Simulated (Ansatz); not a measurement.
# Ba: tetragonal deformation path

These are results of DFT PBEsol, scalar-relativistic, plane waves, PAW (Ansatz 0.2.0), not measurements. Settings: plane waves to 420 eV, k-mesh 16×16×16 (Γ-centred), Gaussian smearing 0.15 eV. No spin polarisation. Energies are free energies at this smearing, counted from the undisturbed cell; pressure is positive in compression.

The undisturbed cell (as given, not relaxed at this level; it stands at -0.6 GPa):

```yaml
crystal:
  lattice:
    - [-2.50000, 2.50000, 2.50000]
    - [2.50000, -2.50000, 2.50000]
    - [2.50000, 2.50000, -2.50000]
  atoms:
    - { symbol: Ba, position: [0.00000, 0.00000, 0.00000] }
```

At fixed volume and fractional coordinates, lengths along (0.000, 0.000, 1.000) are scaled against those across it; ρ is that ratio over its starting value. The cell is metallic on the mesh throughout. At ρ = 1.414 the cell becomes cubic (Fm-3m), and there the slope of the energy vanishes by symmetry.

```
    ρ  ΔE (meV/atom)
0.650          258.8
0.707          143.3
0.780           59.0
0.850           20.7
0.920            4.7
0.960            1.0
1.000            0.0
1.050            1.2
1.100            4.0
1.200           10.7
1.300           13.8
1.414           13.3
1.500           14.9
```